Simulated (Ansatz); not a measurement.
BaAlGe: pressure against volume

BaAlGe, P-6m2, a = 4.352 Å, c = 5.209 Å. The structure is a Materials Project entry; whether it is the stable form wasn't checked. Ansatz: r2SCAN, PAW, 500 eV, Γ-centred 12×12×8 mesh on 3 atoms, Gaussian smearing 0.10 eV; no spin polarisation. Shape and atoms are relaxed at each volume; pressure is positive in compression.

| V (Å³/atom) | P (GPa) |
| --- | --- |
| 26.768 | 3.35 |
| 27.623 | 1.54 |
| 28.477 | 0.00 |
| 29.331 | ? |
| 30.186 | -2.44 |

Take V0 = 28.477 Å³/atom, fit the third-order Birch–Murnaghan form to the other rows, and predict the missing pressure.

With the Eulerian strain f = ½[(V0/V)^(2/3) − 1] and y = P/[3f(1 + 2f)^(5/2)], the form is the line y = B0 + 1.5 B0 (B0′ − 4) f. Rows (f, y): 0.02106, 47.8; 0.01025, 47.6; -0.01905, 47.0. Means f = 0.004087, y = 47.467; Σ(Δf)² = 0.0008614, ΣΔfΔy = 0.01728; the slope is their ratio. y = 47.38 + 20.06 f GPa, so B0 = 47.4 GPa and B0′ = 4 + 2 × (20.06)/(3 × 47.38) = 4.28. At V = 29.331, f = -0.00975, y = 47.18 and P = -1.31 GPa. The run gave -1.33 GPa, so the fit is 0.02 GPa too high, a small miss on the scale of the series.

Cost: 5 runs of about 2.8 core-minutes in all, on AMD EPYC 9R45 (Zen 5) (shared hosts).